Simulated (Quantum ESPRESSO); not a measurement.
Different elements on one site among Al Mg Ta Zr

Calculated results; nothing here was measured. They come from Quantum ESPRESSO 7.5, a public plane-wave density functional program. Each row is one single-point run on a made-up periodic cell of eight metal atoms, with elements, volume, strain and displacements drawn at random and not relaxed, so a cell may be unstable or far from any real phase. There is no spin polarisation or spin-orbit coupling.

Settings: PBE unless stated; PseudoDojo standard norm-conserving files; Fermi-Dirac width 0.25 eV, which means electrons at about 2900 K; cutoff 1143 eV; 7 x 3 x 3 k mesh shifted half a step off Gamma. E is the free energy of the whole cell (internal energy minus TS), so a -TS column is already part of it. Stress is positive in tension, and the pressure P is minus a third of its trace.

Checks: one run of this series was repeated at a higher cutoff and on a denser mesh, which moved values by no more than 0.006 eV, 0.02 GPa and 0.009 eV/Å, and a second program with other atomic files agreed on it to 2 % rms in force and 0.5 GPa in pressure. Known limits: the tin pseudopotential is less sure than most, with forces differing by about three percent from a second method on plain tin; heavy elements are run without spin-orbit coupling, which real alloys of them have; a spin test at this wide smearing found no moment, but such smearing suppresses magnetism that the real alloy may have.

The lattice is face-centred cubic, and the cell vectors in Å are (-0.001, 2.263, 2.239); (-4.354, 4.496, -4.446); (-4.531, -4.582, 4.537), a volume of 180.57 Å³. The elements on sites 1 to 8 are Al Zr Zr Zr Mg Mg Ta X. The runs change X and keep the cell and the displaced positions. The column v is a rough volume for each atom of the pure element, close to PBE values, from general knowledge and not from these runs. Energies are left out, as each element's file has its own zero.

```
run,X,v (Å³),-TS (eV),force on X (eV/Å),rms force (eV/Å),P (GPa)
1,Sn,27.9,-1.489,0.652,0.464,-3.64
2,Ta,18.3,-1.763,0.861,0.501,-6.35
3,Ir,14.5,-1.632,0.211,0.584,-10.14
4,Mg,22.9,?,?,?,?
5,Re,14.9,-1.814,0.692,0.618,-9.84
```

## Worked fit

A straight line through the runs shown gives P = -16.4 + 0.471 v GPa with v in Å³, an error of 0.108 on the slope and a scatter of 1.17 GPa. At this fixed volume the pressure tends to rise with the size of X.

## Withheld run

Question: what pressure should run 4, with Mg, give?

The fit gives -5.61 ± 1.37 GPa. The calculation gave -3.96 GPa.
